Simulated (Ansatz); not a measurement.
Equation of state of NbAu₂

A database entry relaxed whole under r2SCAN (P6/mmm):

```yaml
crystal:
  lattice:
    - [4.66100, 0.00000, 0.00000]
    - [-2.33050, 4.03654, 0.00000]
    - [0.00000, 0.00000, 2.74525]
  atoms:
    - { symbol: Nb, position: [0.00000, 0.00000, 0.00000] }
    - { symbol: Au, position: [0.33333, 0.66667, 0.50000] }
    - { symbol: Au, position: [0.66667, 0.33333, 0.50000] }
```

The cell was scaled uniformly, its shape held, and the atoms relaxed at each volume with plane-wave PAW DFT (Ansatz 0.2.0; r2SCAN, 500 eV, 8×8×12 Γ-centred mesh, fermi-dirac occupations of width 0.100 eV; no spin, no spin-orbit coupling). One row is withheld.

| volume (Å³/atom) | energy over the lowest (meV/atom) | pressure (GPa) |
| --- | --- | --- |
| 16.184 | 42.4 | 14.17 |
| 16.528 | ? | ? |
| 16.872 | 4.2 | 4.16 |
| 17.217 | 0.0 | 0.01 |
| 17.561 | 4.2 | -3.66 |
| 17.905 | 15.8 | -6.89 |
| 18.250 | 33.9 | -9.74 |

Problem. Fit the pressures of the other rows to the third-order Birch-Murnaghan form.

Solution. With f = [(V₀/V)^(2/3) − 1]/2 and P = 3B₀f(1 + 2f)^(5/2)[1 + 3(B₀′ − 4)f/2], least squares gives V₀ = 17.22 Å³ an atom, B₀ = 195 GPa and B₀′ = 5.2; the rows miss the fit by less than 0.01 GPa. The slope of the energies differs from these pressures by 0.08 GPa, since they are taken to zero smearing while pressures follow the free energy.

Problem. What does the withheld row hold?

Solution. The fit gives 8.85 GPa at 16.528 Å³; the run gave 8.86 GPa and 17.9 meV an atom.

Caveats: the shape of the cell was held, so B₀ is an upper bound where the axes differ in stiffness; 0 K, fixed nuclei; the symmetry was kept, and this need not be the phase that is stable at 0 K; one mesh for all volumes; pressure is positive in compression.
